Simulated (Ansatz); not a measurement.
NiSi$_{2}$: energy along a strain

NiSi$_{2}$, Fm-3m, a = 5.391 Å. Ansatz: PBEsol, PAW, 420 eV, Γ-centred 16×16×16 mesh on 3 atoms, Gaussian smearing 0.15 eV; no spin polarisation. Cell vectors (Å): 0.000 2.696 2.696; 2.696 0.000 2.696; 2.696 2.696 0.000. The cell is strained by x per cent times the pattern (0 0 0 1 0 0) in the order xx yy zz yz xz xy (engineering shears), with fractional coordinates held. y is the free energy over the start, V0 = 13.059 Å³/atom. Symmetry makes y even in x. Points with a strain past 8.5 % were computed too (4) and aren't used here.

```
x (%) y (meV/atom)
-7.50         27.19
 0.00          0.00
 1.87          1.72
 3.75          6.87
 5.62             ?
```

Q: Fit y = c2 x² + c4 x⁴ to the other rows, get the stiffness along the pattern, and predict the missing energy.

A: Least squares on the rows shown. y = 0.49044 x² − 0.00012566 x⁴. The clamped-ion stiffness p·C·p = 2 × 4.904 eV × 160.2 / 13.059 Å³ = 120 GPa, which is C44 in these axes. At x = 5.62 the fit asked for gives 15.36 meV/atom. The run gave 15.33 meV/atom, so the fit is 0.03 meV/atom too high, a small miss on the scale of the series.

Cost: 9 runs of about 3.2 core-minutes in all, on Intel Xeon Platinum 8259CL (Skylake/Cascade Lake) (shared hosts).